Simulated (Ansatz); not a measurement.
**ScH3 (BiF3-type structure)**

The computed numbers are results of PBEsol, scalar-relativistic (no spin polarisation) in the plane-wave PAW code Ansatz at 420 eV, Γ-centred 10×10×10 mesh, 0.05 eV Gaussian smearing; PAW files: Ansatz's generated set soft_2.

```
CELL_PARAMETERS angstrom
0.00000 2.35292 2.35292
2.35292 0.00000 2.35292
2.35292 2.35292 0.00000
ATOMIC_POSITIONS crystal
Sc 0.00000 0.00000 0.00000
H 0.50000 0.50000 0.50000
H 0.25000 0.25000 0.25000
H 0.75000 0.75000 0.75000
```

This is a trial structure made by placing the elements on a prototype's sites, so it needn't be the stable form.

The cell above was scaled in volume, its shape and atoms being fixed by the lattice's symmetry. Energies are counted from the cell above.

The cell is relaxed to zero pressure at this level.

```tsv
V (Å³/atom)	ΔE (meV/atom)	P from the stress (GPa)
6.253	4.15	5.23
6.383	1.00	2.49
6.513	0.00	0.00
6.643	0.95	-2.28
6.774	3.64	-4.35
```

Problem. Do the energies and the pressures agree? Compare −ΔE/ΔV between neighbouring points (1 meV/Å³ = 0.1602 GPa) with the mean of their pressures.

Solution. 
```
interval (Å³/atom)  −ΔE/ΔV (GPa)  mean P (GPa)
      6.25 to 6.38           3.9           3.9
      6.38 to 6.51           1.2           1.2
      6.51 to 6.64          -1.2          -1.1
      6.64 to 6.77          -3.3          -3.3
```
They differ by 0.02 GPa at most.

Problem. What do the two routes give for V0, B0 and B0′?

Solution. A third-order Birch–Murnaghan fit of the energies: V0 = 6.51 Å³/atom, B0 = 119 GPa, B0′ = 4.0. A polynomial of P in ln V, with B = −dP/d ln V at P = 0: V0 = 6.51 Å³/atom, B0 = 119 GPa, B0′ = 3.6.

B0·V0 = 119.3 GPa × 6.51 Å³ = 4.85 eV/atom sets the scale: near the minimum ΔE ≈ ½ B0 V0 x², with x = V/V0 − 1, and a pressure of 1.2 GPa squeezes the volume by about 1 %. At the ends of the curve: x = −4.0 % predicts 3.9 meV/atom and the run gives 4.1; x = +4.0 % predicts 3.9 meV/atom and the run gives 3.6. Compression costs more and expansion less than the parabola says, since the crystal stiffens as it shrinks; B0′ measures that. The run is a metal.
